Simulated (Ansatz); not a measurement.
**W2B: strain energy, fitted**

W2B, I4/mcm, a = 5.536 Å, c = 4.751 Å. The structure is a COD entry; whether it is the stable form wasn't checked. Ansatz: PBEsol, PAW, 420 eV, Γ-centred 6×6×8 mesh on 12 atoms, Gaussian smearing 0.10 eV; no spin polarisation. Series: equal strain along all axes, cell held, atoms relaxed; x is the strain in per cent. y is the free energy over the unstrained cell, V0 = 12.134 Å³/atom.

| x (%) | y (meV/atom) |
| --- | --- |
| -6.0 | ? |
| -4.0 | 216.26 |
| -2.0 | 51.05 |
| 0.0 | 0.00 |
| 2.0 | 44.04 |
| 4.0 | 166.70 |
| 6.0 | 353.29 |

Q: Fit y = c2 x² + c3 x³ to the other rows, turn c2 into a modulus, and predict the missing energy.

A: Least squares on the rows shown. y = 12.010 x² − 0.36939 x³. In eV per unit strain² c2 is 120.1; the stiffness is B for this strain (E = 9/2 B V0 ε², shape held): 2 × 120.1 × 160.2 / (9 × 12.134) = 352 GPa. At x = -6.0 the fit asked for gives 512.15 meV/atom. The run gave 517.89 meV/atom, so the fit is 5.74 meV/atom too low, 1.1 % of the span of the series, against an rms of 1.01 meV/atom on the fitted rows. The row lies outside the fitted range. With a term in x⁴ added, a fit to the same known rows predicts 520.77 meV/atom, a smaller miss on the other side.

Spin–orbit coupling is left out, which can shift energies with elements as heavy as these.